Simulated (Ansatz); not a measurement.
An Ansatz input:

```yaml
crystal:
  lattice:
    - [-1.6483398522, 1.6483398522, 1.6483398522]
    - [1.6483398522, -1.6483398522, 1.6483398522]
    - [1.6483398522, 1.6483398522, -1.6483398522]
  atoms:
    - { symbol: Ge, position: [0.0, 0.0, 0.0] }
hamiltonian:
  xc: lda
  pseudopotentials:
    kind: paw
    azcp:
      Ge: "pseudopotentials/Ge.paw.azcp"
basis:
  ecutwfc: 420
  fft_grid_basis: typed
kpoints:
  mp_grid: { grid: [22, 22, 22], shift: [0, 0, 0] }
magnetization:
  spin_polarized: false
scf:
  occupations: { method: fermi_dirac, width: 0.1 }
```

Output

```
Warning: the record states the generating functional pbe (its physics header spells it `PBE`), which answers neither for hamiltonian.xc's functional nor for the lda family's — results may be inconsistent (PPs are generated against a specific XC)
Engine: ansatz 0.2.0, aarch64-unknown-linux-gnu
Pseudopotentials: kind: paw
Pseudopotential: Ge, paw, valence charge 14, recommended cutoff 420 eV (normal) 
Functional definition: SPW92
  exchange = slater_x
  correlation = pw_c
Crystal: 1 atoms, lattice volume = 17.914 Å³
Basis set: ecut = 420 eV, 369 PW (Γ)
Bands: 11, of which v1, the nominal top of the filled ones, is band 7 counted from 1 (6 counted from 0)
Symmetry: 48 space group operations
Space group: Im-3m (ITA 229), of the structure as read, at distance tolerance 2.6e-5 Å
k-points: 328 of 10648
Non-local potential: Ge, projectors of the file, l = 0: 2, l = 1: 2, l = 2: 3, l = 3: 1
PAW form: soft (Blöchl's): semilocal exchange-correlation on the pseudo side does not see the compensation charge
PAW frozen core: Ge, regenerated for the run's functional, and the local potential with it (the file was generated under x = pbe(κ = 0.804, μ = 0.2195149727645171), c = pbe(β = 0.06672455060314922))
PAW one-centre angular grid: Ge, 590 points (default); XC on 64 Gauss nodes
Initial density: superposition of atomic densities (neutral atoms: chi_scale 0, normalization atom), corrected by the library's trained network
Initial wavefunctions: pseudopotential atomic-orbital guess
Functional: x = slater, c = lda
SCF iter   1: F=—  HF=-4215.418321 eV  |F-HF|=—  |Δ(HF+E_count)|=         —  Δρ=4.97e-3  dr2=2.20e-3  ethr=1.77e-3  ⟨swp⟩=5.0  Hψ=19649  notcnv=0
SCF iter   2: F=—  HF=-4215.417136 eV  |F-HF|=—  |Δ(HF+E_count)|=   1.18e-3  Δρ=2.01e-3  dr2=4.08e-4  ethr=1.57e-5  ⟨swp⟩=2.0  Hψ=8193  notcnv=0
SCF iter   3: F=—  HF=-4215.416978 eV  |F-HF|=—  |Δ(HF+E_count)|=   1.59e-4  Δρ=2.95e-4  dr2=4.92e-6  ethr=2.91e-6  ⟨swp⟩=2.0  Hψ=4026  notcnv=0
SCF iter   4: F=—  HF=-4215.416974 eV  |F-HF|=—  |Δ(HF+E_count)|=   3.39e-6  Δρ=2.56e-5  dr2=4.35e-8  ethr=3.51e-8  ⟨swp⟩=2.0  Hψ=5482  notcnv=0
iter 5 did not close the SCF: its close was put off for the readings that it lacked (scf_convergence_deferred on its scf_iter line)
SCF iter   5: F=-4215.416974 eV  HF=-4215.416974 eV  |F-HF|=1.23e-8  |Δ(HF+E_count)|=   7.44e-8  Δρ=1.03e-5  dr2=1.09e-8  ethr=3.11e-10  ⟨swp⟩=2.0  Hψ=5905  notcnv=0
SCF iter   6: F=-4215.416974 eV  HF=-4215.416974 eV  |F-HF|=1.37e-10  |Δ(HF+E_count)|=   5.50e-9  Δρ=1.21e-6  dr2=1.37e-10  ethr=7.81e-11  ⟨swp⟩=1.0  Hψ=10776  notcnv=0
SCF 1 converged in 6 iterations: F = -4215.416974 eV  dr2 = 1.37e-10
SCF converged after 6 iterations
Free energy (F): -4215.416974 eV
Harris-Foulkes:  -4215.416974 eV  (|F-HF|=1.37e-10)
Internal energy: -4215.401951 eV  (E = F + TS)
E sigma→0 (E₀):  -4215.409462 eV
Entropy (-TS):   -0.015023 eV (-15.023 meV/atom)
Fermi energy:    11.547400 eV
--- Per-component energies (eV) ---
  E_band       = -108.003671
  E_kinetic    = 111.549132
  E_local      = -2089.900773  (includes V_loc(G=0)·N_el)
  E_nonlocal   = 418.178017
  E_hartree    = 914.025042
  E_xc         = -75.762999
  E_vxc        = -65.734053  (∫ρ·V_xc dr)
  E_paw        = -1937.601404  (= ΣΔE_a)
  E_vpaw       = -310.147070  (= ΣTr[D̂ρ^β])
  E_aug_tail   = 0.000331  (compensation charges beyond the density's cutoff)
  E_ewald      = -1557.797622
  E_core_change = 1.908326  (= ΣΔE_core)
  E_smearing   = -0.015023  (= −TS)
  E_closure    = 0.000000  (closes the sum)
  Σ components = -4215.416974   (vs F -4215.416974, Δ=0.00e0)
```

Launched by

```sh
ansatz run input.yaml --threads 2 --pin off --max-ram 5120MiB --backend cpu --events-out ev --progress --plain --runs-dir out
```

On 2 threads of Arm Neoverse V2 (shared host) this took about 1.3 s of wall time and 2.4 s of CPU time.
